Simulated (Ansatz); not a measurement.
## Relaxation path: LiRh

DFT, LDA, PAW with Ansatz's default frozen-core files, scalar-relativistic (Ansatz 0.2.0); a Γ-centred 18×18×10 k mesh, Fermi–Dirac smearing of 0.05 eV, spin-polarised from start moments Rh2 1 μB. The run relaxes cell and atoms at a target pressure of 0 GPa.

Command: `ansatz run input.yaml --threads 1 --pin off --max-ram 2048MiB --backend cpu --events-out ev --progress --plain --runs-dir out` It took 91 s on 1 thread of Arm Neoverse V1 (shared host), peak memory 0.46 GiB.

```yaml
crystal:
  lattice:
    - [2.6523004602, 0.0, 0.0]
    - [-1.3261502301, 2.296959577, 0.0]
    - [0.0, 0.0, 4.32660441]
  atoms:
    - { symbol: Li, position: [0.0, 0.0, 0.5] }
    - { symbol: Rh, position: [0.6666666667, 0.3333333333, 0.0], spin: 1.0 }
magnetization:
  spin_polarized: true
kpoints:
  mp_grid: { grid: [18, 18, 10] }
scf:
  occupations: { method: fermi_dirac, width: 0.05 }
hamiltonian:
  xc: lda
  pseudopotentials: { kind: paw }
output:
  forces: true
  stress: true
relax:
  f_tol: 0.005
  max_steps: 50
  cell: {}
```

Each step lists its free energy a cell above the last geometry, the pressure, the cell vectors (Å), and Cartesian positions (Å) with forces (eV/Å).

The first step:

```
step 1  dF = 32.62 meV  P = -6.89 GPa
  cell 2.6523 0.0000 0.0000  -1.3261 2.2970 0.0000  0.0000 0.0000 4.3266
  Li 0.0000 0.0000 2.1633   0.0000 0.0000 0.0000
  Rh 1.3261 0.7657 0.0000   0.0000 0.0000 0.0000
```

The start moments died away, and the runs ended non-magnetic. The PAW files were made under PBE.

Where does the relaxation end, and by which steps?

After 4 geometries, with conventional a, b, c = 2.602, 2.602, 4.258 Å, at 12.487 Å³/atom (-5.25 % against the start) in space group P-6m2, with a shortest distance of 2.602 Å and a cell moment of 0.00 μB. The further steps:
```
step 2  dF = 8.46 meV  P = 3.69 GPa
  cell 2.5748 0.0000 0.0000  -1.2874 2.2298 0.0000  0.0000 0.0000 4.2656
  Li 0.0000 0.0000 2.1328   0.0000 0.0000 0.0000
  Rh 1.2874 0.7433 0.0000   0.0000 0.0000 0.0000
step 3  dF = 0.12 meV  P = -0.41 GPa
  cell 2.6053 0.0000 0.0000  -1.3027 2.2563 0.0000  0.0000 0.0000 4.2587
  Li 0.0000 0.0000 2.1293   0.0000 0.0000 0.0000
  Rh 1.3027 0.7521 0.0000   0.0000 0.0000 0.0000
step 4  dF = 0.00 meV  P = -0.02 GPa
  cell 2.6025 0.0000 0.0000  -1.3012 2.2538 0.0000  0.0000 0.0000 4.2579
  Li 0.0000 0.0000 2.1289   0.0000 0.0000 0.0000
  Rh 1.3012 0.7513 0.0000   0.0000 0.0000 0.0000
step 5  dF = 0.35 meV  P = -0.03 GPa  (same geometry on a basis chosen anew; earlier energies don't compare to the last digit)
  cell 2.6025 0.0000 0.0000  -1.3012 2.2538 0.0000  0.0000 0.0000 4.2579
  Li 0.0000 0.0000 2.1289   0.0000 0.0000 0.0000
  Rh 1.3012 0.7513 0.0000   0.0000 0.0000 0.0000
```
